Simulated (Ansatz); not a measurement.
Here is the system:

Starting cell, CsSnI3 (cubic perovskite):

```
CsSnI3
1.0
    6.22445     0.00000     0.00000
    0.00000     6.22445     0.00000
    0.00000     0.00000     6.22445
Cs Sn I
1 1 3
Direct
  0.00000   0.00000   0.00000
  0.50000   0.50000   0.50000
  0.00000   0.50000   0.50000
  0.50000   0.50000   0.00000
  0.50000   0.00000   0.50000
```

Scan: atom 1 (Cs, nearest neighbour I at 4.401 Å; its periodic images, 6.2 Å or more away, move with it) is displaced along Cartesian [111], direction (0.577, 0.577, 0.577) in Cartesian axes, by s. The other atoms stay.

The numbers are results of r2SCAN (plane waves to 500 eV, PAW, scalar-relativistic; Ansatz, an electronic-structure program), not measurements. k mesh 5×5×5 (Γ-centred), Fermi-Dirac smearing 0.05 eV. The energy includes the smearing's −TS. On this mesh the relaxed cell isn't quite at rest: it carries a pressure of -0.1 GPa (compression positive) at the zero of the scan. CsSnI3 was relaxed with its symmetry unable to fall. Spin-orbit coupling is left out, though I is heavy. This is a high-temperature form of CsSnI3. ΔE is measured from the undisplaced structure.

The scan covers s from -1.320 to 1.320 Å in 11 points.

Q: Is the energy the same for equal positive and negative displacements?

A: Even: the same for both signs. With its periodic images moving along, the atom's site symmetry in this cell is m-3m.

Q: What force acts on the atom along the line at s = -1.320 Å?

A: 1.65 eV/Å.

Q: What is the energy change at s = 1.320 Å?

A: 588 meV/cell.

(A displaced cell: forces are minus the slopes of the energy, force constants its curvatures, and phonons follow from these.)
